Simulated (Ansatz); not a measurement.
MgTi3N:
```
MgTi3N
1.0
    4.17905     0.00000     0.00000
    0.00000     4.17905     0.00000
    0.00000     0.00000     4.17905
Mg Ti N
1 3 1
Direct
  0.00000   0.00000   0.00000
  0.00000   0.50000   0.50000
  0.50000   0.00000   0.50000
  0.50000   0.50000   0.00000
  0.50000   0.50000   0.50000
```

This is the r²SCAN-relaxed structure.

### Question
All from r²SCAN (plane waves, PAW; program Ansatz), unless another level is named. Predict the Hill bulk and shear moduli.

### Answer
148 and 78.5 GPa.

### Question
And the elastic constants (relaxed ions, GPa)?

### Answer
C11 = 241, C12 = 102, C44 = 85.2.

Space group Pm-3m (anti-perovskite). The start of the workflow was typed in or built on a structure type; neither database checked (COD, Materials Project) lists it. Whether it is the stable phase at ambient conditions was not checked. The r²SCAN relaxation kept the symmetry of its start; whether a distortion lowers the energy is not shown. The workflow began spin-polarised and lost its moments. As this level gives no gap, shear constants depend on the k-mesh and smearing (Fermi–Dirac, 0.1 eV here).

Potentials: the earlier of the program's two PAW sets. The files were generated under PBE; for other functionals the program regenerates the frozen cores, and for LDA and PBEsol the local potential too.
